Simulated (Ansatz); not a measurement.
C in the diamond structure, relaxed with r2SCAN, was run in the PAW code Ansatz under altered settings. All numbers are computed, without spin polarisation but where a row says otherwise.

```
C
1.0
     0.00000    1.78012    1.78012
     1.78012    0.00000    1.78012
     1.78012    1.78012    0.00000
C
2
Direct
  0.00000 0.00000 0.00000
  0.25000 0.25000 0.25000
```

The base run's other keys:
```yaml
kpoints:
  mp_grid: { grid: [8, 8, 8] }
hamiltonian:
  xc: pbe
scf:
  occupations: { method: fixed }
  n_extra_bands: 4
```

It takes 6 iterations with 229 plane waves at 420 eV and 29 k points, and leaves a mean stress of +4.21 GPa. The gap over this mesh is 4.152 eV. It ran on 4 threads of Arm Neoverse V1, with other jobs on the host.

Outcomes, with energy and stress as changes against the base:
```csv
setting,outcome,ΔF (meV/atom),Δ mean stress (GPa),gap on the mesh (eV),iterations,wall time
scf.n_extra_bands: 24,converged,0.0,0.00,4.152,6,0.24 s
basis.ecutwfc: 500,converged,-3.2,+0.04,4.155,6,0.21 s
crystal.symmetry.detect: false,converged,0.0,0.00,4.152,6,0.77 s
"kpoints.mp_grid.grid: [3, 3, 3]",converged,+290,+5.32,4.131,6,0.13 s
scf.max_iter: 3,not converged,–,–,–,3,0.14 s
scf.occupations: cold 0.05,converged,0.0,0.00,4.152,5,0.18 s
"kpoints.mp_grid.grid: [2, 2, 2]",converged,+1600,+31.43,4.579,6,0.13 s
hamiltonian.dispersion: rvv10,refused,–,–,–,–,0.01 s
scf.occupations: gaussian 1.5,converged,-0.4,+0.05,4.153,6,0.19 s
basis.ecutrho_ratio: 12,converged,0.0,0.00,4.152,6,0.23 s
hamiltonian.xc: pw91,refused,–,–,–,–,0.01 s
hamiltonian.xc: r2scan (cutoff then 500 eV),converged,–,-4.19,4.366,6,0.35 s
```
A dash marks a value that wasn't obtained or can't be compared. Stress is positive in compression. The base took 0.2 s.

- basis.ecutwfc: 500. 283 plane waves in place of 229. The free energy moves by -3.2 meV an atom, the mean stress by +0.04 GPa and the gap on the mesh by +0.003 eV (to 4.155). The base cutoff was converged to that degree.
- kpoints.mp_grid.grid: [3, 3, 3]. The free energy moves by +290 meV an atom, the mean stress by +5.32 GPa and the gap on the mesh by -0.021 eV (to 4.131). The mesh is too coarse.
- scf.max_iter: 3. No converged result was reached. It stopped after 3 iterations; the base needs 6. Nothing that it printed is a property of the solid. Error: did not converge after 3 iterations: dr2 = 1.66e-7 (threshold 1.00e-7), under the density mixer `msr1`, which `scf.mixing.algorithm: auto` chose by the deck's other keys (type `scf.mixing.algorithm: msr1` to keep it) […]
- kpoints.mp_grid.grid: [2, 2, 2]. The free energy moves by +1600 meV an atom, the mean stress by +31.43 GPa and the gap on the mesh by +0.426 eV (to 4.579). The gap changes mostly because other points are sampled; a mesh that misses a band edge overestimates it. The mesh is too coarse.
- hamiltonian.dispersion: rvv10. It is rejected at once. Error: inconsistent input (hamiltonian.dispersion, hamiltonian.xc): `dispersion: rvv10` has no transferable b for PBE exchange — Sabatini et al. (2013) fitted b=6.3 to rPW86, and the PBE refits of Peng & Perdew (2017) are task-dependent (b=6.6 S22 / b=10.0 layered). Use `xc: {exchange: rpw86, correlation […]
- hamiltonian.xc: pw91. The program doesn't start. Error: YAML parse error: line 12 column 7: hamiltonian.xc: unknown variant `pw91`, expected one of […]
- hamiltonian.xc: r2scan. The cutoff follows the functional, from 420 to 500 eV. The mean stress moves by -4.19 GPa and the gap on the mesh by +0.214 eV (to 4.366). It's another functional on the same cell, so totals aren't comparable.

Within 1 meV an atom, 0.1 GPa and 0.005 eV of the base stay: scf.n_extra_bands: 24; crystal.symmetry.detect: false; scf.occupations: cold 0.05; scf.occupations: gaussian 1.5; basis.ecutrho_ratio: 12.
